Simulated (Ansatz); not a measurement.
**Computed properties of WI2O2**

WI2O2:
```
CELL_PARAMETERS angstrom
     -1.89429     1.89429     8.58386
      1.89429    -1.89429     8.58386
      1.89429     1.89429    -8.58386
ATOMIC_POSITIONS crystal
  W  0.00000 0.00000 0.00000
  I  0.15740 0.15740 0.00000
  I  0.84260 0.84260 0.00000
  O  0.50000 0.00000 0.50000
  O  0.00000 0.50000 0.50000
```

Space group I4/mmm (No. 139); conventional cell a = 3.7886 Å, b = 3.7886 Å, c = 17.1677 Å, α = 90.00°, β = 90.00°, γ = 90.00°.

Method: the program Ansatz at the r²SCAN+D4 level (PAW). Geometry: relaxed at this level of theory. Other levels are named where they apply.

### Cell and energy

```yaml
volume_per_atom: 24.64 Å³
density: 6.33 g/cm³
Formation energy from the elements (no fitted shifts): -1.33 eV/atom
```

### Electronic structure

```yaml
electronic_character: metallic (no gap)
Density of states at the Fermi level: 0.18 states/eV per atom (mean over ±0.08 eV)
```

### Charges

```yaml
bader_charges: W +2.63, I -0.22, O -1.09 e
```

The workflow started from an entry of the Crystallography Open Database (COD); the relaxed space group is not among those it files for this formula. COD files the formula under space group No. 71. Its standing as an ambient phase is unchecked. The cell was relaxed with r²SCAN+D4 under the symmetry of its start; whether a distortion lowers the energy is not shown. No spin polarisation was allowed. No Hubbard U is applied. The references are the lowest solids computed at this level, not always the standard phases (solids in place of the gases). Scalar-relativistic: spin–orbit coupling is off unless named, which matters more the heavier the elements.

Potentials: the later of the program's two PAW sets.
